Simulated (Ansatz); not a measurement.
**TlBr2: the gap from level to level**

A database entry relaxed whole under r2SCAN at zero pressure (Pnna, No. 52):

```
CELL_PARAMETERS angstrom
8.08188 0.00000 0.00000
0.00000 10.43170 0.00000
0.00000 0.00000 10.58608
ATOMIC_POSITIONS crystal
Tl 0.67797 0.25000 0.25000
Tl 0.82203 0.75000 0.25000
Tl 0.32203 0.75000 0.75000
Tl 0.17797 0.25000 0.75000
Tl 0.25000 0.00000 0.17788
Tl 0.25000 0.50000 0.32212
Tl 0.75000 0.00000 0.82212
Tl 0.75000 0.50000 0.67788
Br 0.99432 0.04675 0.32095
Br 0.50568 0.95325 0.32095
Br 0.99432 0.45325 0.17905
Br 0.50568 0.54675 0.17905
Br 0.00568 0.95325 0.67905
Br 0.49432 0.04675 0.67905
Br 0.00568 0.54675 0.82095
Br 0.49432 0.45325 0.82095
Br 0.35292 0.19279 0.04324
Br 0.14708 0.80721 0.04324
Br 0.35292 0.30721 0.45676
Br 0.14708 0.69279 0.45676
Br 0.64708 0.80721 0.95676
Br 0.85292 0.19279 0.95676
Br 0.64708 0.69279 0.54324
Br 0.85292 0.30721 0.54324
```

Its volume is 37.19 Å³ an atom, +2.9 % against the entry's 36.14, which is old or was flagged in a check.

Single points on this cell with plane-wave PAW DFT (Ansatz 0.2.0; r2SCAN 500 eV, hybrids 420 eV; fermi-dirac occupations of width 0.020 eV; no moments): r2SCAN on a 4×4×4 Γ-centred mesh; r2SCAN with spin-orbit coupling on a 4×4×2 Γ-centred mesh; HSE06 on a 4×2×2 Γ-centred mesh; PBE0 on a 4×2×2 Γ-centred mesh.

What does each level give for gap and charges?

The runs give:

| level | gap (eV), or kind | pressure (GPa) | Bader charge of Tl (e) | Bader charge of Br (e) |
| --- | --- | --- | --- | --- |
| r2SCAN | 1.98 | 0.0 | +0.91 | -0.46 |
| r2SCAN with spin-orbit coupling | 1.95 | -0.2 | +0.89 | -0.45 |
| HSE06 | 2.58 | 0.2 | +0.94 | -0.47 |
| PBE0 | 3.27 | 0.1 | +0.94 | -0.47 |

Under r2SCAN the gap is 1.98 eV, over mesh and band path. HSE06 moves it by +0.60 eV and PBE0 by +1.29 eV; PBE0 keeps its exact exchange at long range, which widens the gap over HSE06's by 0.70 eV on their common mesh. Spin-orbit coupling moves the r2SCAN gap by -0.03 eV.

Caveats: the relaxation kept the start's symmetry; HSE06 is read on its mesh and at the zone's corners, PBE0 on its mesh alone; hybrid pressures are good to a few tenths of a GPa; no dispersion correction, so weakly bound layers or chains stand too far apart and gaps read wide; pressure is positive in compression.
